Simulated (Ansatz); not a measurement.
Values for one crystal, relaxed and computed with r²SCAN in the plane-wave PAW code Ansatz; other levels are named.

| Item | Result |
|---|---|
| Volume per atom | 15.03 Å³ |
| Electronic character | metallic (no gap) |
| Bulk modulus (Birch–Murnaghan fit) | 181 GPa |
| Debye temperature from the elastic constants | 274 K |
| Poisson's ratio | 0.38 |
| Young's modulus | 131 GPa |
| Mechanical stability | stable (all eigenvalues of C positive) |

Task: Which compound is it?
A) Cu, body-centred tetragonal
B) Pd, hcp (Mg type)
C) Na, fcc (Cu type)
D) Tl, bcc (W type)

Result: B, Pd, hcp (Mg type)

Space group P6_3/mmc (hcp (Mg type)). The first step of the workflow began from a Materials Project structure, measured or hypothetical; the Crystallography Open Database copy checked does not list it. It is not the phase usual at ambient conditions (space group No. 225). The cell was relaxed with r²SCAN under the symmetry of its start; its stability against distortions is not shown here. The final state is ferromagnetic, the only order run, not a proven ground state. Other orbital occupations within this spin state were not tried. As this level gives no gap, shear constants depend on the k-mesh and smearing (Fermi–Dirac, 0.1 eV here). On the denser mesh and wider smearing of the elastic run this cell carries a stress of 0.4 GPa. Scalar-relativistic: spin–orbit coupling is off unless named, which matters more the heavier the elements.

Potentials: the later of the program's two PAW sets.
